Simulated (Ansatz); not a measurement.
An Ansatz (a first-principles code) input:

Ansatz 0.2 input:
```yaml
crystal:
  lattice:
    - [2.9321960218, 1.6929041625, 4.7691886833]
    - [-2.9321960218, 1.6929041625, 4.7691886833]
    - [0.0, -3.385808325, 4.7691886833]
  atoms:
    - { symbol: Sr, position: [0.2662668, 0.2662668, 0.2662668] }
    - { symbol: Sr, position: [0.7662668, 0.7662668, 0.7662668] }
    - { symbol: Zr, position: [0.0114509382, 0.0114509382, 0.0114509382] }
    - { symbol: Zr, position: [0.5114509382, 0.5114509382, 0.5114509382] }
    - { symbol: O, position: [0.7542544852, 0.1911687246, 0.3271490521] }
    - { symbol: O, position: [0.3271490521, 0.7542544852, 0.1911687246] }
    - { symbol: O, position: [0.1911687246, 0.3271490521, 0.7542544852] }
    - { symbol: O, position: [0.8271490521, 0.6911687246, 0.2542544852] }
    - { symbol: O, position: [0.2542544852, 0.8271490521, 0.6911687246] }
    - { symbol: O, position: [0.6911687246, 0.2542544852, 0.8271490521] }
kpoints:
  mp_grid: { grid: [5, 5, 5] }
  band_path:
    path:
      - [[0.0, 0.0, 0.0], [0.5, 0.5, 0.5], [0.7493323293, 0.2506676707, 0.5]]  # Γ-T-H_2
      - [[0.5, -0.2506676707, 0.2506676707], [0.5, 0.0, 0.0], [0.0, 0.0, 0.0], [0.3753338354, -0.3753338354, 0.0]]  # H_0-L-Γ-S_0
      - [[0.6246661646, 0.0, 0.3753338354], [0.5, 0.0, 0.5], [0.0, 0.0, 0.0]]  # S_2-F-Γ
      - [VBM, CBM]
    npoints: 10
basis: { xc_grid: 2 }
hamiltonian:
  xc: pbe
  pseudopotentials: { kind: paw }
magnetization: { noncollinear: true, spin_orbit: true }
scf:
  n_extra_bands: 20
  convergence: { dr2_threshold: 0.0000000001 }
  occupations: { method: gaussian, width: 0.01 }
checkpoint: { write: soc.run }
output: { eigenvalues: true }
```

Problem. How many symmetry operations and irreducible k-points will the run report?

Solution. 6 operations, 19 of 125 k-points.

Problem. With a cutoff of 420 eV, how many plane waves at Γ?

Solution. 2733.

It took around 11 core-minutes (rough) on shared server cores.

Space group R3c. The start of the workflow was typed in or built on a structure type; neither database checked (COD, Materials Project) lists it. COD files the formula under space group No. 62, 63, 221, so this cell is another polymorph or a model. Its standing as an ambient phase is unchecked. The cell was relaxed with PBE under the symmetry of its start; whether a distortion lowers the energy is not shown. The run is not spin-polarised.

Potentials: the later of the program's two PAW sets.

Ansatz is a plane-wave DFT program.
